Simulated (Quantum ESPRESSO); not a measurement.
## Kohn-Sham bands of HfSiO4 (I4₁/amd)

```
CELL_PARAMETERS angstrom
     -3.27670     3.27670     2.98224
      3.27670    -3.27670     2.98224
      3.27670     3.27670    -2.98224
ATOMIC_POSITIONS crystal
  Hf 0.00000 0.00000 0.00000
  Hf 0.75000 0.25000 0.50000
  Si 0.25000 0.75000 0.50000
  Si 0.50000 0.50000 0.00000
  O  0.13409 0.31920 0.81489
  O  0.06920 0.75431 0.68511
  O  0.50431 0.31920 0.18511
  O  0.06920 0.38409 0.31489
  O  0.61591 0.93080 0.68511
  O  0.68080 0.86591 0.18511
  O  0.24569 0.93080 0.31489
  O  0.68080 0.49569 0.81489
```

Materials Project entry mp-4609; symmetrised, unrelaxed at this level. COD (Crystallography Open Database) has an entry of this formula and space group (matched by these alone). Computed values, not measurements, from PBEsol: Quantum ESPRESSO (norm-conserving PseudoDojo potentials, cutoff 68 Ry, no spin polarisation, no spin-orbit coupling) on a Γ-centred 4×4×4 mesh, then Wannier90. Density: 8×8×8 mesh, cold smearing 0.01 Ry. Spin-orbit coupling is left out although heavy elements are present.

Question: List the Kohn-Sham levels between −8 and 8.4 eV relative to the valence-band maximum at the high-symmetry points, as a band run of pw.x on that density gives them (levels within 2 meV counted together).

Answer: 
| point | k (reciprocal lattice) | levels (eV) |
|---|---|---|
| Γ | 0.000 0.000 0.000 | -7.78, -6.16, -5.89, -5.43 (×2), -4.64, -4.37, -4.21, -3.35, -3.12 (×2), -2.97, -2.50 (×2), -1.63 (×2), -0.85 (×2), -0.80, -0.69, -0.58 (×2), -0.56, 0.00, 5.85, 6.12 (×2), 6.27 (×2), 7.12, 7.34 (×2), 7.38, 8.27 |
| X | 0.000 0.000 0.500 | -6.19 (×2), -4.96 (×2), -4.92 (×2), -4.51 (×2), -3.46 (×2), -3.01 (×2), -2.60 (×2), -2.10 (×2), -1.36 (×2), -1.01 (×2), -0.94 (×2), -0.61 (×2), 5.42 (×2), 6.54 (×2), 6.57 (×2), 7.93 (×2) |
| M | -0.500 0.500 0.500 | -6.98 (×2), -5.32 (×2), -4.89 (×2), -3.77 (×2), -3.06 (×2), -3.04 (×2), -1.99 (×2), -1.88 (×2), -1.54 (×2), -1.36 (×2), -1.12 (×2), -0.89 (×2), 6.33 (×2), 6.65 (×2), 6.82 (×2), 7.40 (×2) |
| Z | 0.457 0.457 -0.457 | -7.19, -6.72, -5.41, -5.33, -4.86 (×2), -3.76, -3.71, -3.24 (×2), -2.87 (×2), -2.17, -2.01, -1.97, -1.69 (×2), -1.65, -1.37, -1.27, -1.05 (×2), -0.84 (×2), 6.24, 6.41, 6.54, 6.79, 6.80 (×2), 7.45 (×2), 8.13 |
| Z_0 | -0.457 0.543 0.457 | -7.19, -6.72, -5.41, -5.33, -4.86 (×2), -3.76, -3.71, -3.24 (×2), -2.87 (×2), -2.17, -2.01, -1.97, -1.69 (×2), -1.65, -1.37, -1.27, -1.05 (×2), -0.84 (×2), 6.24, 6.41, 6.54, 6.79, 6.80 (×2), 7.45 (×2), 8.13 |
| P | 0.250 0.250 0.250 | -6.06 (×2), -5.09 (×2), -4.47 (×2), -4.28 (×2), -3.93 (×2), -2.82 (×2), -2.64 (×2), -2.03 (×2), -1.70 (×2), -1.25 (×2), -1.13 (×2), -0.51 (×2), 5.43 (×2), 6.79 (×2), 7.27 (×2), 8.34 (×2) |
| N | 0.000 0.500 0.000 | -7.03, -6.18, -5.42, -5.16, -4.42, -4.37, -4.23, -4.22, -3.52, -3.26, -2.93, -2.87, -2.56, -2.50, -2.37, -2.13, -1.85, -1.64, -1.34, -1.15, -0.95, -0.84, -0.27, -0.19, 5.72, 5.85, 6.61, 6.81, 6.90, 7.43, 7.83, 8.20, 8.38 |
